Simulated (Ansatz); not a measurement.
Levels of theory for ZrTi3O8 (anatase sites, Cm)

All numbers come from the plane-wave code Ansatz. All values are calculated for a non-magnetic cell, which may be hypothetical.

The cell is a 12-atom cell of ZrTi3O8 built on the anatase structure (relaxed group Cm); cell and atoms were relaxed with r2SCAN. It is monoclinic, Cm (No. 8); conventional cell a = 10.584 Å, b = 3.846 Å, c = 7.665 Å, β = 110.9°, 12.15 Å³ an atom. Ti has 6 O at 1.88–2.05 Å and 1 Ti at 3.03 Å; Ti has 6 O at 1.89–2.08 Å and 3 Ti at 3.03–3.08 Å; O has 3 Ti at 1.97–1.98 Å; O has 2 Ti at 1.92–1.94 Å and 1 Zr at 2.07 Å; O has 3 Ti at 1.88–2.08 Å; Ti has 6 O at 1.91–2.04 Å and 2 Ti at 3.08 Å; Zr has 6 O at 2.00–2.17 Å (further sites aren't listed).

```cif
data_structure
_symmetry_space_group_name_H-M 'P 1'
_symmetry_Int_Tables_number 1
_cell_length_a 5.6306
_cell_length_b 5.6306
_cell_length_c 7.6650
_cell_angle_alpha 109.574
_cell_angle_beta 109.574
_cell_angle_gamma 39.938
_cell_volume 145.76
loop_
_atom_site_label
_atom_site_type_symbol
_atom_site_fract_x
_atom_site_fract_y
_atom_site_fract_z
_atom_site_occupancy
Ti1 Ti 0.00719 0.00719 0.01339 1
Ti2 Ti 0.24879 0.24879 0.37499 1
O1 O 0.44878 0.44878 0.47478 1
O2 O 0.20385 0.20385 0.10912 1
O3 O 0.03895 0.03895 0.27139 1
O4 O 0.79180 0.79180 0.39574 1
Ti3 Ti 0.99160 0.99160 0.49929 1
Zr1 Zr 0.25269 0.25269 0.87078 1
O5 O 0.47222 0.47222 0.98517 1
O6 O 0.19735 0.19735 0.58733 1
O7 O 0.03768 0.03768 0.76368 1
O8 O 0.80910 0.80910 0.90433 1
```

Gaps on the r2SCAN cell, each the least over its mesh and the special points:
```tsv
level	k mesh	gap (eV)	kind	edges	least direct gap (eV)
PBE	8×8×4	2.32	indirect	V₂ → Γ	2.66
PBE+SOC	8×8×4	2.32	indirect	V₂ → Γ	2.66
r2SCAN	8×8×4	2.70	indirect	V₂ → Γ	3.04
HSE06	4×4×2	3.81	indirect	V₂ → Γ	4.19
PBE0	4×4×2	4.57	indirect	V₂ → Γ	4.94
```
PBE: smearing of 0.02 eV; the others have fixed occupations.
Wave cutoffs: 420 eV, 500 eV (r2SCAN).
Points off the special ones are mesh points or PBE's searched band edges, reused at the other levels.

With HSE06 the valence top lies at V₂ and the conduction bottom at Γ, 3.81 eV higher; the smallest vertical gap, at Y₂–Γ (0.30 of the way from Y₂), is 4.19 eV. Spin-orbit coupling changes the PBE gap by 0.00 eV, to 2.32 eV.

r2SCAN covers 25 % of the step from PBE to HSE06. For gaps to 0.1 eV, spin-orbit coupling (up to 0.01 eV here) can be left out. Among these functionals the gap stays indirect.

Only the levels marked +SOC include spin-orbit coupling.

The meshes of the hybrids are coarse, so their gaps aren't converged to the digits shown.
